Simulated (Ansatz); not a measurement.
Question: Each is relaxed and computed with DFT-r²SCAN in the program Ansatz with PAW potentials. Which is the only metal?
(A) BaGaGeH, P3m1 (Ba on 1b, Ga on 1a, Ge on 1c, H on 1a)
(B) BaCd2Ge2, I4/mmm (Ge on 4e, Cd on 4d, Ba on 2a)
(C) BaAlGeH, P3m1 (Ba on 1b, Al on 1a, Ge on 1c, H on 1a)
(D) Ba2Zn3As2O2, I4/mmm (Pearson symbol tI18)

Answer: B, BaCd2Ge2, I4/mmm (Ge on 4e, Cd on 4d, Ba on 2a). BaCd2Ge2: metal; BaAlGeH: gap 1.02 eV (indirect); BaGaGeH: gap 0.56 eV; Ba2Zn3As2O2: gap 0.65 eV (indirect). Standing as an ambient phase not checked: BaCd2Ge2, I4/mmm (Ge on 4e, Cd on 4d, Ba on 2a); BaAlGeH, P3m1 (Ba on 1b, Al on 1a, Ge on 1c, H on 1a); BaGaGeH, P3m1 (Ba on 1b, Ga on 1a, Ge on 1c, H on 1a); Ba2Zn3As2O2, I4/mmm (Pearson symbol tI18). All cells were relaxed under the symmetry of their starts (and spin orders); stability against distortions was not tested throughout. Spin–orbit coupling is left out wherever it is not named.

Potentials: the later of the program's two PAW sets.
